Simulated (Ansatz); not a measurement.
VO2:
```
VO2
1.0
    4.53573     0.00000     0.00000
    0.00000     4.53573     0.00000
    0.00000     0.00000     2.80304
V O
2 4
Direct
  0.00000   0.00000   0.00000
  0.50000   0.50000   0.50000
  0.29902   0.29902   0.00000
  0.79902   0.20098   0.50000
  0.20098   0.79902   0.50000
  0.70098   0.70098   0.00000
```
Starting moments (μB, in the order of the atoms V V O O O O): 1.1 1.1 0.0 0.0 0.0 0.0.

Relaxed with PBEsol.

Problem. Map the electron localisation function on the plane through (0.000, 0.000, 0.000) spanned by u = [0, 0, 1] and v = [1, 1, 0] in lattice vectors, from the program Ansatz at the PBEsol level (PAW).

Solution. x is the fraction of u, y of v (the angle between them is 90°; rows are the nearest grid lines); atoms in the plane: V at (0.00, 0.00), V at (0.50, 0.50), O at (0.00, 0.30), O at (0.00, 0.70).
```
|78985101110158987|
|89984100100148998|
|77531000000013577|
|22100000000000122|
|99864200000246899|
|99997410001479999|
|78999630003699987|
|24899731013799842|
|67998410001489976|
|99841257875214899|
|65312589998521356|
|22014898889841022|
|22014898889841022|
|65312589998521356|
|99841257875214899|
|67998410001489976|
|24899731013799842|
|78999630003699987|
|99997410001479999|
|99864200000246899|
|22100000000000122|
|77531000000013577|
|89984100100148998|
|78985101110158987|
```
Scale: ten equal steps from 0.034 (start of '0') to 0.824 (end of '9'), in the order '0123456789'; x runs from 0.000 to 1.00, y from 0.000 (bottom) to 1.00 (top).

The density is the valence pseudo-density with augmentation charge, so density and ELF within about 1 Å of a nucleus are not all-electron values.

Space group P4_2/mnm (rutile). This is a known high-temperature phase of the composition, computed here at zero pressure and temperature. The cell was relaxed with PBEsol under the symmetry of its start; whether a distortion lowers the energy is not shown. The final state is ferromagnetic, chosen from 5 collinear starts compared on coarse meshes (ties went to the first, and starts can fall back to one state), not a proven ground state. No Hubbard U is applied.

Potentials: the later of the program's two PAW sets.
